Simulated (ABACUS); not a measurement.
How a calculation on AlGa3N4 (Pm, 8 atoms in the cell; from Materials Project mp-1228943, lattice scaled a little) responds to its settings

```yaml
crystal:
  lattice:
    - [5.08487, 0.00000, 0.00000]
    - [0.00000, 3.12971, 0.00000]
    - [-0.00367, 0.00000, 5.41894]
  atoms:
    - { symbol: Al, position: [0.00050, 0.50000, 0.66730] }
    - { symbol: Ga, position: [0.49910, 0.50000, 0.33520] }
    - { symbol: Ga, position: [0.49910, 0.00000, 0.83130] }
    - { symbol: Ga, position: [0.99990, 0.00000, 0.16620] }
    - { symbol: N, position: [0.11920, 0.50000, 0.34130] }
    - { symbol: N, position: [0.11680, 0.00000, 0.82530] }
    - { symbol: N, position: [0.62020, 0.00000, 0.16610] }
    - { symbol: N, position: [0.63260, 0.50000, 0.66730] }
```

Base run A: ABACUS with LDA (PW92), PseudoDojo 0.4 standard norm-conserving LDA (tails mended) pseudopotentials, self-consistent single point.

Its settings: KPT = Gamma 3 7 3 0 0 0; basis_type = pw; dft_functional = PWLDA; ecutwfc = 84 Ry; smearing_method = fd; smearing_sigma = 0.00367493 Ry; potentials = PseudoDojo 0.4 standard norm-conserving LDA (tails mended); symmetry = 1; symmetry_prec = 1e-05; ks_solver = dav_subspace; scf_nmax = 100; scf_thr = 1.0e-09 Ry; mixing_type = broyden.

The structure comes from a collection of computed structures, made at another level of theory; the collection holds predicted forms beside known ones. Its lattice was then scaled.

ΔF is the free energy per atom less that of run A. 

| run | change | ΔF (meV/atom) | pressure (GPa) | largest force (eV/Å) |
|---|---|---|---|---|
| A | base | 0.00 | 0.68 | 0.177 |
| B | lattice vector b scaled by 0.98 | 7.3 | 5.18 | 0.437 |
| C | lattice vector b scaled by 0.99 | 2.00 | 2.85 | 0.301 |
| D | lattice vector b scaled by 1.01 | 1.04 | -1.34 | 0.254 |
| E | lattice vector b scaled by 1.02 | 4.9 | -3.22 | 0.341 |

Run B against A: The free energy rises by 7.3 meV/atom, the pressure goes from 0.68 to 5.18 GPa and the largest force goes from 0.177 to 0.437 eV/Å.

Run E against A: The free energy rises by 4.9 meV/atom, the pressure goes from 0.68 to -3.22 GPa and the largest force goes from 0.177 to 0.341 eV/Å.

Run C against A: The free energy goes up by 2.0 meV/atom, the pressure goes from 0.68 to 2.85 GPa and the largest force goes from 0.177 to 0.301 eV/Å.

“Tails mended”: in these copies of the files the far tail of each local potential was reset to the Coulomb form.
